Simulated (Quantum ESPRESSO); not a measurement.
pw.x input (Quantum ESPRESSO 7.5; LDA, PseudoDojo standard norm-conserving files, scalar-relativistic):

```
&CONTROL
  calculation = 'scf'
  pseudo_dir = './pseudo'
  outdir = './out'
  tprnfor = .true.
  tstress = .true.
/
&SYSTEM
  ibrav = 0
  nat = 9
  ntyp = 3
  ecutwfc = 84.0
  ecutrho = 336.0
  occupations = 'smearing'
  smearing = 'fd'
  degauss = 0.002
  nbnd = 43
/
&ELECTRONS
  conv_thr = 9e-10
/
ATOMIC_SPECIES
O 15.9990 O.upf
Mg 24.3050 Mg.upf
V 50.9415 V.upf
CELL_PARAMETERS angstrom
  4.646570000000  -1.736000000000   0.000000000000
  4.646570000000   1.736000000000   0.000000000000
 -2.577584000000   0.000000000000   6.206717000000
ATOMIC_POSITIONS crystal
O   0.691560000000   0.691560000000   0.062820000000
O   0.308440000000   0.308440000000   0.937180000000
O   0.966150000000   0.966150000000   0.780870000000
O   0.033850000000   0.033850000000   0.219130000000
O   0.346780000000   0.346780000000   0.387480000000
O   0.653220000000   0.653220000000   0.612520000000
Mg   0.000000000000   0.000000000000   0.500000000000
V   0.190620000000   0.190620000000   0.153580000000
V   0.809380000000   0.809380000000   0.846420000000
K_POINTS automatic
8 8 4 0 0 0
```

End of the output:

```

[...]
     the Fermi energy is     6.5942 ev
!    total energy              =    -612.38631190 Ry
     estimated scf accuracy    <          2.5E-10 Ry
     smearing contrib. (-TS)   =      -0.00000000 Ry
     internal energy E=F+TS    =    -612.38631190 Ry
     The total energy is F=E-TS. E is the sum of the following terms:
     one-electron contribution =    -313.76549496 Ry
     hartree contribution      =     182.87703470 Ry
     xc contribution           =    -109.72989959 Ry
     ewald contribution        =    -371.76795205 Ry
     convergence has been achieved in  15 iterations
     Forces acting on atoms (cartesian axes, Ry/au):
     atom    1 type  1   force =     0.00293366   -0.00000000    0.00429361
     atom    2 type  1   force =    -0.00293366    0.00000000   -0.00429361
     atom    3 type  1   force =    -0.02213543    0.00000000    0.00599140
     atom    4 type  1   force =     0.02213543    0.00000000   -0.00599140
     atom    5 type  1   force =    -0.00942974    0.00000000   -0.02281246
     atom    6 type  1   force =     0.00942974    0.00000000    0.02281246
     atom    7 type  2   force =     0.00000000    0.00000000    0.00000000
     atom    8 type  3   force =    -0.00128338    0.00000000    0.01041465
     atom    9 type  3   force =     0.00128338    0.00000000   -0.01041465
     Total force =     0.050445     Total SCF correction =     0.000048
     Computing stress (Cartesian axis) and pressure
          total   stress  (Ry/bohr**3)                   (kbar)     P=      -81.11
  -0.00058471   0.00000000  -0.00001372          -86.01        0.00       -2.02
   0.00000000  -0.00052778   0.00000000            0.00      -77.64        0.00
  -0.00001372   0.00000000  -0.00054164           -2.02        0.00      -79.68
```
In a gapped system the printed Fermi energy is only some level inside the gap.

Geometry of the Materials Project entry, not relaxed at this level.

The runs are not spin-polarised; magnetic order was not tried.
